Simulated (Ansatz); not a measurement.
**OsRu under strong compression**

```
Ru Os
1.0
     2.72509    0.00000    0.00000
    -1.36255    2.36000    0.00000
     0.00000    0.00000    4.30637
Ru Os
1 1
Direct
  0.00000 0.00000 0.00000
  0.33333 0.66667 0.50000
```

The base volume is that of a database entry, with shape and atoms relaxed on PAW files at held volume, so it needn't be at zero pressure; the structure needn't be the stable phase, at rest or compressed.

Its volume is scaled, and at each volume shape and atoms are relaxed on PAW files; all methods then take that cell.

Level of theory: DFT with PBEsol, scalar-relativistic, in Ansatz 0.2.0; a Γ-centred 15×15×9 k mesh, Fermi–Dirac smearing of 0.05 eV, no spin polarisation. LAPW: all electrons, basis error target 1 meV/atom; PAW: frozen-core files, cutoff 420 eV; crystal datasets: all electrons, by PAW datasets that the program makes for each cell.

Energies are extrapolated to zero smearing and count from the unscaled cell; pressure is positive in compression; gaps take the mesh and a band path. No temperature or zero-point motion is included.

Spin–orbit coupling is left out, which matters for the heavy atoms. The PAW files were made under PBE.

| V/V0 | V (Å³/atom) | P LAPW (GPa) | ΔE LAPW (eV/atom) | P PAW − LAPW (GPa) | ΔE PAW − LAPW (meV/atom) | space group | shortest distance (Å) |
| --- | --- | --- | --- | --- | --- | --- | --- |
| 1.00 | 13.85 | -6.56 | 0.000 | 0.01 | 0.0 | P-6m2 | 2.667 |
| 0.90 | 12.46 | 42.1 | ? | 0.06 | 0.3 | P-6m2 | 2.578 |
| 0.80 | 11.08 | 129.3 | 0.836 | 0.19 | 1.3 | P-6m2 | ? |
| 0.45 | 6.23 | 1691 | 19.630 | 2.63 | 33.0 | P-6m2 | 2.057 |

Problem. Give the missing entry: row "0.80", column "shortest distance (Å)".

Solution. 2.482.

Problem. Give the missing entry: row "0.90", column "ΔE LAPW (eV/atom)".

Solution. 0.133.

Problem. From the table, what is the rise of the enthalpy H = E + pV up to the last row, and how stiff is the crystal between the last two rows?

Solution. ΔH = 19.630 eV + (1691 GPa × 6.23 Å³ + 6.56 GPa × 13.85 Å³) × 0.006242 eV/(GPa·Å³) = 85.98 eV/atom, of which pV makes 77 %. The mean bulk modulus there is −ΔP/Δln V = 2710 GPa.

Problem. At the smallest volume, how far do crystal datasets lie from LAPW in pressure?

Solution. crystal datasets: 0.00 GPa, on a LAPW pressure of 1691 GPa.

Problem. How do the Löwdin populations by LAPW change from the unscaled cell to the last row?

Solution. Ru 4s 1.96 → 1.87, Ru 5s 0.84 → 0.55, Ru 4p 6.00 → 5.95, Ru 4d 7.19 → 7.64, Os 5s 1.97 → 1.87, Os 6s 0.94 → 0.64, Os 5p 6.00 → 5.95, Os 5d 6.85 → 7.34 electrons an atom. These are projections on the shells that the free atoms fill; 0.27 e a cell lies outside them at the start and 0.21 e at the end.
